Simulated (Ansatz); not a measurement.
A trial structure of YRhC4N4 was built thus: two interpenetrating cyanide-bridged diamond nets (P-43m, No. 215). The dimensions are guesses.

Space group P-43m (No. 215). a = 6.101 Å, b = 6.101 Å, c = 6.101 Å, α = 90.00°, β = 90.00°, γ = 90.00°
| atom | site | symmetry | x | y | z |
| --- | --- | --- | --- | --- | --- |
| Y | 1a | -43m | 0.0000 | 0.0000 | 0.0000 |
| Rh | 1b | -43m | 0.5000 | 0.5000 | 0.5000 |
| C | 4e | .3m | 0.1993 | 0.1993 | 0.1993 |
| N | 4e | .3m | 0.3100 | 0.3100 | 0.3100 |

Level of theory: DFT PBE, scalar-relativistic, plane waves, PAW in Ansatz. Cutoff 420 eV, Gaussian smearing, Γ-centred meshes. Cell and atoms relax first on a coarse mesh and then on a finer one. In between, the cell is made exact in the group found at 0.06 Å. In metals the finer mesh still leaves noise of several meV/atom or more. The steps can't lower the symmetry of their start. Collinear spin, starting moments Rh 1.0 μB.

A guess keeps its type if space group and coordination stay and the shape of the cell changes little (axis ratios within about 15 %, angles within 6°); the volume may change.

**Question.** Does it keep its structure type, or change into something else?

**Answer.** It keeps its type. The symmetry stays P-43m (No. 215). The volume per atom grows by 19.4 %, from 22.7 to 27.1 Å³. The shortest distance stays 1.17 Å (C–N). Counting neighbours within 15 % of an atom's shortest distance, the start has C 1, N 1, Rh 4, Y 4 and the end C 1, N 1, Rh 4, Y 4.

The last run used collinear spin, a 6×6×6 mesh for its 10-atom cell and Gaussian smearing of 0.10 eV. Another magnetic order may lie lower. A structure relaxed within its symmetry needn't be a true minimum.
